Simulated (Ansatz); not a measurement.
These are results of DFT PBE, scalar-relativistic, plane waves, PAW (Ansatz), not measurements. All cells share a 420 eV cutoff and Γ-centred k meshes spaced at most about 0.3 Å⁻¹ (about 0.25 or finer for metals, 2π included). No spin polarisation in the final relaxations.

Each of these unrelaxed guesses is relaxed in cell and atoms within its symmetry. A guess keeps its type if space group and coordination stay and the shape of the cell changes little (axis ratios within about 15 %, angles within 6°); the volume may change.

1. MgSn4N

Space group P6/mmm (No. 191). a = 5.433 Å, b = 5.433 Å, c = 6.268 Å, α = 90.00°, β = 90.00°, γ = 120.00°
```tsv
atom	site	symmetry	x	y	z
Mg	1b	6/mmm	0.0000	0.0000	0.5000
Sn	2d	-6m2	0.3333	0.6667	0.5000
Sn	2c	-6m2	0.3333	0.6667	0.0000
N	1a	6/mmm	0.0000	0.0000	0.0000
```

2. Ba2Ge3W

Space group P3m1 (No. 156). a = 3.850 Å, b = 3.850 Å, c = 15.942 Å, α = 90.00°, β = 90.00°, γ = 120.00°
```tsv
atom	site	symmetry	x	y	z
Ba	1b	3m.	0.3333	0.6667	0.1815
Ba	1b	3m.	0.3333	0.6667	0.8185
Ge	1a	3m.	0.0000	0.0000	0.0000
Ge	1b	3m.	0.3333	0.6667	0.5041
Ge	1c	3m.	0.6667	0.3333	0.6370
W	1a	3m.	0.0000	0.0000	0.3713
```

**Question.** Which keep their type?

**Answer.** Guess 1 keeps its type.

```
guess  kept  start group  end group  V start (Å³/atom)  V end  b/a and c/a, end over start  nearest neighbours start  nearest neighbours end
    1   yes       P6/mmm     P6/mmm               26.7   23.4                   1.00, 0.97           Mg 8, N 8, Sn 8         Mg 8, N 8, Sn 8
    2    no         P3m1       P3m1               34.1   31.2                   1.00, 0.67     Ba 12, Ge 3/6/12, W 3     Ba 4/6, Ge 3/6, W 6
```

Neighbours count within 15 % of an atom's shortest distance; end groups are read at 0.02 Å (0.05 Å in metals).

Spin–orbit coupling, which can matter for W, is left out. A magnetic state wasn't ruled out in cells without spin, among them Ba2Ge3W P3m1. Cells relaxed within their symmetry can be saddle points.

In counts of neighbours, a slash parts the counts of unlike sites.
